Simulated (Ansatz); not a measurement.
Put LiH2 in Fddd (No. 70): Li on 8b; H on 16c.

Computed with DFT PBE, scalar-relativistic, plane waves, PAW in Ansatz. Cutoff 420 eV, Γ-centred mesh, Gaussian smearing, no spin polarisation.

The zero of energy is the elements' standard structures at the same level (H₂ as a molecule); no fitted shifts are applied.

Task: Give the relaxed lattice parameters and positions.

Result:

Space group Fddd:1 (No. 70). a = 2.950 Å, b = 5.402 Å, c = 10.257 Å, α = 90.00°, β = 90.00°, γ = 90.00°
```json
{"atom": "Li", "site": "8b", "symmetry": "222", "x": "0.5000", "y": "0.0000", "z": "0.0000"}
{"atom": "H", "site": "16c", "symmetry": "-1", "x": "0.1250", "y": "0.8750", "z": "0.8750"}
```

Li has 4 H at 1.82 Å; H has 2 H at 1.54 Å and 2 Li at 1.82 Å. Another local minimum with the same sites may exist.

Task: And its energy and gap?

Result: The formation energy is +0.20 eV/atom and the gap on the 14×14×14 mesh of the 6-atom cell is 0 eV (a metal). A positive value: parting into the elements would lower its energy.

The last run used Gaussian smearing of 0.10 eV. With hydrogen, zero-point motion can shift formation energies by some tens of meV/atom. Symmetry constrained the relaxation, so the result can be a saddle point.
